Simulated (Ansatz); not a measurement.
Calculated ¹⁷O NMR of the central transition for CaH12Cl2O6

Cell: a measured structure from the Crystallography Open Database (COD), ions relaxed with PBE at fixed cell.

Space group P321 (No. 150); a = 7.8760, c = 3.9540 Å, γ = 120.00°.

| site | Wyckoff | site symmetry | x | y | z |
| --- | --- | --- | --- | --- | --- |
| Ca | 1a | 32. | 0.0000 | 0.0000 | 0.0000 |
| H2 | 6g | 1 | 0.7654 | 0.1137 | 0.5182 |
| H8 | 6g | 1 | 0.4359 | 0.1003 | 0.0992 |
| Cl | 2d | 3.. | 0.6667 | 0.3333 | 0.4030 |
| O16 | 3f | .2. | 0.7852 | 0.0000 | 0.5000 |
| O19 | 3e | .2. | 0.3110 | 0.0000 | 0.0000 |

One atom of each set is listed.

All values are calculated (Ansatz; DFT, PBE, plane waves and PAW, scalar-relativistic, 420 eV cutoff, Γ-centred 3×3×5 k-points, Fermi–Dirac smearing 0.02 eV), not measured.

¹⁷O has I = 5/2 and Q = -25.58 mb (Pyykkö 2018); at 7.05 T its Larmor frequency is ν₀ = 40.7 MHz. Only the quadrupole interaction is simulated: positions count from each site's isotropic chemical shift, and shift anisotropy, dipolar and J coupling are left out.

(1) What does the ¹⁷O spectrum (static powder) show for each site?

Answers

(1) 

| site | first shell | C_Q (MHz) | η | P_Q (MHz) | δ_QIS (ppm) | breadth (kHz) |
| --- | --- | --- | --- | --- | --- | --- |
| O16 | 2 H at 0.99 Å, angle 104°; also 2 Ca at 2.60 Å | 8.24 | 0.78 | 9.04 | -296 | 89.3 |
| O19 | 2 H at 0.98 Å, angle 107°; also 1 Ca at 2.45 Å | 9.17 | 0.71 | 9.91 | -356 | 106 |

δ_QIS = −(ν_Q²/30ν₀²)[I(I+1) − 3/4](1 + η²/3) × 10⁶ ppm with ν_Q = 3|C_Q|/[2I(2I−1)]; it falls as 1/B₀² in ppm, and the breadth as 1/B₀ in kHz.

At O19 V_zz stands upright on the plane of its two bonds (within 1°).
